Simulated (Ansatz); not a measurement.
Molecular dynamics on a 2×2×2 supercell (32 atoms) of AlN (wurtzite), relaxed with r2SCAN. Forces come from PBE in Ansatz: a Nosé-Hoover thermostat at fixed volume, 300 K, steps of 3 fs. Spin polarisation is off, nuclei are classical, and the run is far too short for thermal averages.

```yaml
crystal:
  lattice:
    - [6.2133875243, -1.0e-10, 0.0]
    - [-3.1066937621, 5.3809514397, 0.0]
    - [0.0, 0.0, 9.9571831061]
  atoms:
    - { symbol: Al, position: [0.1666666667, 0.3333333333, -0.0016477364] }
    - { symbol: Al, position: [0.3333333333, 0.1666666667, 0.2483522636] }
    - { symbol: "N", position: [0.1666666667, 0.3333333333, 0.1891477364] }
    - { symbol: "N", position: [0.3333333333, 0.1666666667, 0.4391477364] }
    - { symbol: Al, position: [0.1666666667, 0.3333333333, 0.4983522636] }
    - { symbol: Al, position: [0.3333333333, 0.1666666667, 0.7483522636] }
    - { symbol: "N", position: [0.1666666667, 0.3333333333, 0.6891477364] }
    - { symbol: "N", position: [0.3333333333, 0.1666666667, 0.9391477364] }
    - { symbol: Al, position: [0.1666666667, 0.8333333333, -0.0016477364] }
    - { symbol: Al, position: [0.3333333333, 0.6666666667, 0.2483522636] }
    - { symbol: "N", position: [0.1666666667, 0.8333333333, 0.1891477364] }
    - { symbol: "N", position: [0.3333333333, 0.6666666667, 0.4391477364] }
    - { symbol: Al, position: [0.1666666667, 0.8333333333, 0.4983522636] }
    - { symbol: Al, position: [0.3333333333, 0.6666666667, 0.7483522636] }
    - { symbol: "N", position: [0.1666666667, 0.8333333333, 0.6891477364] }
    - { symbol: "N", position: [0.3333333333, 0.6666666667, 0.9391477364] }
    - { symbol: Al, position: [0.6666666667, 0.3333333333, -0.0016477364] }
    - { symbol: Al, position: [0.8333333333, 0.1666666667, 0.2483522636] }
    - { symbol: "N", position: [0.6666666667, 0.3333333333, 0.1891477364] }
    - { symbol: "N", position: [0.8333333333, 0.1666666667, 0.4391477364] }
    - { symbol: Al, position: [0.6666666667, 0.3333333333, 0.4983522636] }
    - { symbol: Al, position: [0.8333333333, 0.1666666667, 0.7483522636] }
    - { symbol: "N", position: [0.6666666667, 0.3333333333, 0.6891477364] }
    - { symbol: "N", position: [0.8333333333, 0.1666666667, 0.9391477364] }
    - { symbol: Al, position: [0.6666666667, 0.8333333333, -0.0016477364] }
    - { symbol: Al, position: [0.8333333333, 0.6666666667, 0.2483522636] }
    - { symbol: "N", position: [0.6666666667, 0.8333333333, 0.1891477364] }
    - { symbol: "N", position: [0.8333333333, 0.6666666667, 0.4391477364] }
    - { symbol: Al, position: [0.6666666667, 0.8333333333, 0.4983522636] }
    - { symbol: Al, position: [0.8333333333, 0.6666666667, 0.7483522636] }
    - { symbol: "N", position: [0.6666666667, 0.8333333333, 0.6891477364] }
    - { symbol: "N", position: [0.8333333333, 0.6666666667, 0.9391477364] }
kpoints:
  mp_grid: { grid: [3, 3, 2] }
hamiltonian:
  xc: pbe
scf:
  occupations: { method: fermi_dirac, width: 0.026 }
md:
  ensemble: nvt_nose_hoover
  temperature: 300
  timestep: 3.0
  n_steps: 20
  initial_velocities: maxwell_boltzmann
  seed: 2839
```

Run as `ansatz run input.yaml --threads 4 --pin off --max-ram 3686MiB --backend cpu --events-out ev --progress --plain --runs-dir out`. Wall time 120 s on 4 threads of Arm Neoverse V2 (shared host); peak host memory 1.1 GiB.

Task: How do temperature and energy develop?

Result: The temperature starts at 300 K, is lowest at step 4 (72 K, 12 fs) and ends at 158 K. The thermostat hasn't had time to restore it. The atoms start on their lattice sites with kinetic energy alone, so much of it first passes into potential energy. By the last step the atoms have moved 0.07 Å in the root mean square, the drift of the whole cell taken out, 0.14 Å at most.
```csv
step,t (fs),T (K),free energy F from step 0 (meV/atom),kinetic energy (meV/atom),largest force (eV/Å)
0,0,300,0.0,37.6,0.01
1,3,272,3.6,34.0,0.88
2,6,200,12.9,25.1,1.72
3,9,121,23.2,15.2,2.39
4,12,72,29.5,9.0,2.72
5,15,72,29.4,9.0,2.65
6,18,112,24.3,14.0,2.23
7,21,162,17.8,20.3,1.59
8,24,193,13.9,24.2,1.24
9,27,191,14.4,24.0,1.08
10,30,160,18.7,20.0,1.36
11,33,116,24.5,14.5,1.89
12,36,84,28.8,10.5,2.34
13,39,79,29.5,9.9,2.51
14,42,104,26.5,13.0,2.36
15,45,144,21.4,18.1,1.98
16,48,182,16.9,22.8,1.83
17,51,200,14.9,25.1,1.49
18,54,196,16.0,24.5,1.55
19,57,176,18.9,22.1,1.60
20,60,158,21.6,19.8,1.86
```

Positions (Å) and forces (eV/Å) at step 20:
```
Al  -0.021   1.748  -0.024     0.105   0.147   0.335
Al   1.535   0.934   2.486    -0.992  -0.723   0.008
N   -0.041   1.800   1.885     0.233   0.214  -0.031
N    1.540   0.937   4.388     0.353  -0.413  -0.236
Al   0.009   1.846   4.932    -0.169  -0.562   0.633
Al   1.576   0.876   7.467     0.885  -0.027  -0.639
N    0.029   1.771   6.890     0.972   0.612  -0.860
N    1.542   0.881   9.327     0.016  -0.434   0.679
Al  -1.572   4.434  -0.020    -0.610   0.562   0.102
Al  -0.055   3.612   2.495     0.255  -0.258  -0.803
N   -1.626   4.481   1.893     0.474   0.430   0.060
N    0.032   3.587   4.341    -0.495   1.019   0.864
Al  -1.557   4.520   4.943     0.263  -0.589   0.310
Al   0.070   3.576   7.423     0.235  -0.099   0.982
N   -1.420   4.458   6.867    -1.749   0.476  -0.403
N   -0.078   3.533   9.399     1.477   0.311  -0.917
Al   3.095   1.737   0.008    -0.045   0.350  -0.650
Al   4.610   0.939   2.454     0.538  -0.395   0.524
N    3.044   1.782   1.892     0.494   0.635  -0.164
N    4.690   0.917   4.366    -0.491   0.488  -0.136
Al   3.110   1.821   4.964     0.307  -0.809   0.099
Al   4.739   0.916   7.432    -0.983  -0.682   0.645
N    3.202   1.763   6.827    -1.121   0.337   0.764
N    4.655   0.830   9.360    -0.204   0.752  -0.218
Al   1.539   4.467  -0.016    -0.541  -0.762   0.451
Al   3.051   3.605   2.457    -0.109  -0.138   0.740
N    1.505   4.521   1.943    -0.051  -0.359  -0.981
N    3.084   3.557   4.423     0.504   1.260  -0.981
Al   1.575   4.549   4.964    -0.149  -0.809  -0.079
Al   3.145   3.565   7.440     0.729  -0.153  -0.061
N    1.637   4.500   6.871    -0.435  -0.271  -0.184
N    3.068   3.545   9.348     0.301  -0.110   0.148
```
